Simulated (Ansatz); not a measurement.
Trial structure of SnPb2O3, not yet relaxed:

```
Sn Pb O
1.0
     3.94615    0.00000    0.00000
     0.00000    3.94615    0.00000
     0.00000    0.00000   15.05806
Sn Pb O
2 4 6
Cartesian
  0.0000 1.9731 11.2358
  1.9731 0.0000 3.8222
  0.0000 1.9731 1.1971
  0.0000 1.9731 6.2165
  1.9731 0.0000 13.8609
  1.9731 0.0000 8.8416
  0.0000 0.0000 10.0387
  0.0000 0.0000 0.0000
  0.0000 0.0000 5.0194
  1.9731 1.9731 10.0387
  1.9731 1.9731 0.0000
  1.9731 1.9731 5.0194
```

Level of theory: Ansatz 0.2.0, DFT PBE, scalar-relativistic, plane waves, PAW. Cutoff 420 eV; k points 4×4×1 on the computed 12-atom cell (Γ-centred); Gaussian smearing, width 0.10 eV; no spin polarisation.

Energies over the elements count from the elements' standard structures at the same level (O₂ as a molecule), with no fitted energy shifts. The references include grey tin.

Problem. How far from equilibrium is it?

Solution. The pressure is 2.0 GPa (the mean over three directions, positive in compression), the largest force is 0.98 eV/Å, and the energy is −1.12 eV/atom against the elements. The shortest distance is 2.31 Å.

Problem. Is it a good guess?

Solution. A fair one: relaxing gains under 0.03 eV/atom in 15 ionic steps and ends at −1.141 eV/atom on the finer mesh. The symmetry stays P4/nmm (No. 129). The volume per atom grows by 11.2 %, from 19.5 to 21.7 Å³. The shortest distance goes from 2.31 Å (Pb–O and Sn–O) to 2.28 Å (Sn–O). Conventional cell: a = 3.987 Å, c = 16.408 Å. Around Sn lie 4 O at 2.28 Å; around Pb on its first site lie 4 O at 2.33 Å; around O on a site of symmetry 2mm lie 2 Sn at 2.28 Å, 2 Pb at 2.34 Å and 4 O at 2.82 Å; 2 more sites not described.

The last run used an 8×8×2 mesh (in the run's order of axes) for its 12-atom cell and Gaussian smearing of 0.02 eV. No dispersion correction is applied, so the spacing and binding between layers, chains or molecules are poorly described. These runs have no spin–orbit coupling, which can matter for Pb. The relaxation can't lower the symmetry of the start, and the grade says only how near the guess is to its own end. A structure relaxed within its symmetry needn't be a true minimum.
